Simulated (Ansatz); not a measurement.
Theory: DFT PBE, scalar-relativistic, plane waves, PAW (Ansatz 0.2.0). Plane waves to 420 eV, an 18×18×10 mesh through Γ for the 4-atom cell and 0.10 eV Gaussian smearing; collinear spin.

Formation energies are uncorrected and refer to the elements' standard structures at the same level (O₂ as a molecule).

Task: Propose a candidate for a trigonal metal made of Ga and O, with a formation energy near −0.16 eV/atom, about 11 Å³ per atom and a net moment near 0.7 μB per atom, in a cell of 4 atoms.

Result: GaO3, space group P-3m1 (No. 164). Ga is surrounded by 6 O at 2.01 Å and 2 O at 2.71 Å; O on a site of symmetry 3m has 3 Ga at 2.01 Å and 6 O at 2.48–2.62 Å; O on a site of symmetry -3m is surrounded by 6 O at 2.48 Å, 2 Ga at 2.71 Å and 6 O at 3.06 Å (long against the sum of covalent radii).

```xyz
4
Lattice="3.0598 0.0000 0.0000 -1.5299 2.6499 0.0000 0.0000 0.0000 5.4117" Properties=species:S:1:pos:R:3 pbc="T T T"
Ga    0.0000    0.0000    2.7058
O     0.0000    1.7666    3.6709
O     1.5299    0.8833    1.7407
O     0.0000    0.0000    0.0000
```

| Quantity | Value |
| --- | --- |
| Volume per atom | 11.0 Å³ |
| Density | 4.5 g/cm³ |
| Formation energy | −0.16 eV/atom |
| Gap on the 18×18×10 mesh of the 4-atom cell | 0 eV (a metal) |
| Net moment per atom | 0.75 μB |
| Moment by site | O 0.5 (×2), 1.9 μB |

The structure comes from a generated guess, relaxed at this level; another structure or a mixture of phases may lie lower. The answer needn't be unique; the calculation gave this one.

Weakly bound directions are ill-defined at this level, which has no dispersion term. The magnetic state reached may not be the lowest. A structure relaxed within its symmetry needn't be a true minimum. Site moments count only spheres around the atoms; the net moment includes the space between them.
